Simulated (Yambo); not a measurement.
Yambo run on AlP (wurtzite, space group P6_3mc, No. 186). The wavefunctions are LDA (pw.x of Quantum ESPRESSO, ONCV potentials, scalar-relativistic) ones on a 6×6×2 mesh (8 occupied bands); a = b = 3.831 Å, c = 6.287 Å, α = β = 90.00°, γ = 120.00°.

Yambo input:

```
rim_cut
HF_and_locXC
RandQpts= 1000000
RandGvec= 1 Ry
EXXRLvcs= 48 Ry
VXCRLvcs= 192 Ry
% QPkrange
 1 | 1 | 8 | 9 |
 7 | 7 | 8 | 9 |
%
```

k points by index: 1 = Γ, 7 = M.

The o-*.hf file then holds:

```
#    K-point    Band    Eo [eV]    Ehf [eV]    Vxc [eV]    Vnlxc [eV]
#
    1    8    0.000000    -2.080154    -11.89242    -13.97258
    1    9    2.339901    6.441837    -9.729605    -5.627668
    7    8    -0.875014    -3.365668    -11.54529    -14.03595
    7    9    1.787081    5.697931    -8.897654    -4.986804
```
Exchange alone, without screening.

Geometry relaxed with LDA.

This is not the ordinary phase of the substance; no match was found in the copy of COD used, and its stability was not checked.
